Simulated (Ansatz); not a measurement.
CdGaNO:
```
CELL_PARAMETERS angstrom
      3.28651     0.00000     0.00000
     -1.64325     2.84620     0.00000
      0.00000     0.00000     5.70068
ATOMIC_POSITIONS crystal
  Ga 0.33333 0.66667 0.50127
  Cd 0.66667 0.33333 0.98040
  O  0.33333 0.66667 0.17216
  N  0.66667 0.33333 0.59616
```

Relaxed with r²SCAN.

Question: Give the Bader charges and basin volumes of the independent atoms, the program Ansatz at the r²SCAN level (PAW).

Answer: 

| atom | Bader charge (e) | Bader volume (Å³) |
|---|---|---|
| Ga1 | +1.70 | 9.7 |
| Cd2 | +1.11 | 16.1 |
| O3 | -1.26 | 13.0 |
| N4 | -1.55 | 14.6 |

Space group P3m1. The start of the workflow was typed in or built on a structure type; neither database checked (COD, Materials Project) lists it. Its standing as an ambient phase is unchecked. The r²SCAN relaxation kept the symmetry of its start; whether a distortion lowers the energy is not shown.

Potentials: the earlier of the program's two PAW sets. The files were generated under PBE; for other functionals the program regenerates the frozen cores, and for LDA and PBEsol the local potential too.
